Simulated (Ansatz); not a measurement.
A plane-wave DFT run in Ansatz 0.2.0 (scalar-relativistic PAW potentials unless the input names others): input and command.

```yaml
crystal:
  lattice:
    - [-3.8390485956, 0.0, 0.0]
    - [-1.9195242978, -3.3247136102, 0.0]
    - [0.0, 0.0, 11.873262221]
  atoms:
    - { symbol: Sn, position: [0.0, 0.0, 0.7594750708] }
    - { symbol: Sn, position: [0.0, 0.0, 0.2531583569] }
    - { symbol: Se, position: [0.3333333333, 0.3333333333, 0.8937264644] }
    - { symbol: Se, position: [0.3333333333, 0.3333333333, 0.3874097505] }
    - { symbol: Se, position: [0.6666666667, 0.6666666667, 0.1189069633] }
    - { symbol: Se, position: [0.6666666667, 0.6666666667, 0.6252236772] }
basis:
  ecutwfc: 420
kpoints:
  mp_grid: { grid: [10, 10, 3] }
hamiltonian:
  xc: pbe
  dispersion: d3bj
scf:
  occupations: { method: gaussian, width: 0.03 }
  max_iter: 1
output:
  forces: true
  eigenvalues: true
  stress: true
```

```bash
ansatz run input.yaml --threads 2 --pin off --max-ram 5120MiB --backend cpu --events-out ev --progress --plain --runs-dir out
```

Abridged log:
```
Basis set: ecut = 420 eV, 2979 PW (Γ), exchange–correlation on 54×54×160 points (8 copies of the dense FFT grid, shifted against one another)
Bands: 56, of which v1, the nominal top of the filled ones, is band 46 counted from 1 (45 counted from 0)
Symmetry: 12 space group operations
k-points: 36 of 300
SCF iter   1: F=—  HF=-33928.840547 eV  |F-HF|=—  |Δ(HF+E_count)|=         —  Δρ=1.79e-3  dr2=6.66e-3  ethr=1.77e-3  ⟨swp⟩=5.7  Hψ=19055  notcnv=0
```

**Question.** Find the fault.

**Answer.** The fault is too few SCF iterations (scf.max_iter: not typed → 1, the first being the value of the sound run). Setting it back cures it. The log, from which this was withheld above, says: «Error: did not converge after 1 iterations: dr2 = 6.66e-3 (threshold 1.00e-7), under the density mixer `msr1`, which `scf.mixing.algorithm: auto` chose by the deck's other keys (type `scf.mixing.algorithm: msr1` to keep it); raise `scf.max_iter`, which need not help a stalled SCF, or adjust the mixing (`scf.mixing`) or, under a smearing, its width (`scf.occupations.width` …» The run stopped without converging. A reference run from the same start on usual settings converged with pressure 0.24 GPa, largest force 0.047 eV/Å, gap on the mesh 0.30 eV.

It took 4.7 s on 2 threads of Intel(R) Xeon(R) Platinum 8259CL CPU @ 2.50GHz (Skylake/Cascade Lake), on a shared host, peak memory 0.58 GiB.